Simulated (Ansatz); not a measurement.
Input and command of a plane-wave DFT calculation in Ansatz:

```yaml
crystal:
  lattice:
    - [3.9480468468, 0.0, 0.0]
    - [-1.9740234234, 3.4191088646, 0.0]
    - [0.0, 0.0, 5.757408]
  atoms:
    - { symbol: "Y", position: [0.3333333333, 0.6666666667, 0.2265] }
    - { symbol: "Y", position: [0.6666666667, 0.3333333333, 0.7735] }
    - { symbol: H, position: [0.3333333333, 0.6666666667, 0.607] }
    - { symbol: H, position: [0.6666666667, 0.3333333333, 0.393] }
    - { symbol: C, position: [0.0, 0.0, 0.0] }
basis:
  ecutwfc: 420
kpoints:
  mp_grid: { grid: [18, 18, 8] }
hamiltonian:
  xc: pbesol
scf:
  occupations: { method: gaussian, width: 0.15 }
output:
  forces: true
  stress: true
  eigenvalues: true
```

```bash
ansatz run input.yaml --threads 1 --pin off --max-ram 2560MiB --backend cpu --events-out ev --progress --plain --runs-dir out
```

Processor: Arm Neoverse V1, 1 thread, on a host shared with other jobs.

Estimate time, memory and problem size.

About 18 s on 1 thread of Arm Neoverse V1, on a shared host, peak memory 0.56 GiB. It solves 19 bands at 266 k points (the mesh reduced by symmetry) with about 1555 plane waves, in 7 SCF iterations.
